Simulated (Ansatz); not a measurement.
Relaxed Rh (fcc, Cu type):

```xyz
2
Lattice="0.0000 3.8303 3.8303 1.9151 0.0000 1.9151 1.9151 1.9151 0.0000" Properties=species:S:1:pos:R:3 pbc="T T T"
Rh     0.0000     0.0000     0.0000
Rh     1.9151     1.9151     3.8303
```

A phonon eigenvector at L = (0.5, 0.0, 0.0) is frozen into this cell: atom i moves by Q times the vector below, so Q is the largest atomic displacement, in Å. The cell is held. It is one choice among 2 degenerate patterns. (q is in reciprocal vectors of the primitive cell; the cell shown is doubled to hold the pattern.)

| atom | x | y | z |
|---|---|---|---|
| Rh1 | -0.285 | 0.520 | -0.805 |
| Rh2 | 0.285 | -0.520 | 0.805 |

These are PBE (plane waves to 420 eV, PAW, scalar-relativistic; Ansatz, an electronic-structure program) values and carry that method's errors. k mesh 21×21×21 (Γ-centred), Fermi-Dirac smearing 0.05 eV. E stands for the smeared free energy. With partly filled bands, energies and forces of such displacements shift with the k mesh and the smearing. Rh is run without spin polarisation. Rh was relaxed with its symmetry unable to fall. The PAW data are Ansatz's earlier set. ΔE is measured from the undisplaced structure. The last digit holds for this mesh only.

| Q (Å) | ΔE (meV/cell) |
|---|---|
| -0.1000 | 67.4 |
| -0.0833 | withheld |
| -0.0667 | 30.2 |
| -0.0500 | 17.1 |
| -0.0333 | 7.6 |
| -0.0167 | 1.9 |
| 0.0000 | 0.0 |
| 0.0167 | 1.9 |
| 0.0333 | 7.6 |
| 0.0500 | 17.1 |
| 0.0667 | 30.2 |
| 0.0833 | withheld |
| 0.1000 | 67.4 |

Task: Fit an even polynomial form (powers 2, 4) to the given rows and predict ΔE at Q = 0.0833.

Result: Least squares on the 11 given rows: ΔE = (6846)·Q² + (-10670)·Q⁴, in meV/cell with Q in Å; root-mean-square residual 0.03 meV/cell. At 0.0833 the fit gives 47.0 meV/cell; the calculation gives 47.1 meV/cell, so the interpolation is off by -0.1 (-0.2 %). The quadratic term alone would give 47.5 meV/cell.

(For displaced atoms, the force is minus the slope of the energy, and its curvature is a force constant, which sets phonon frequencies.)
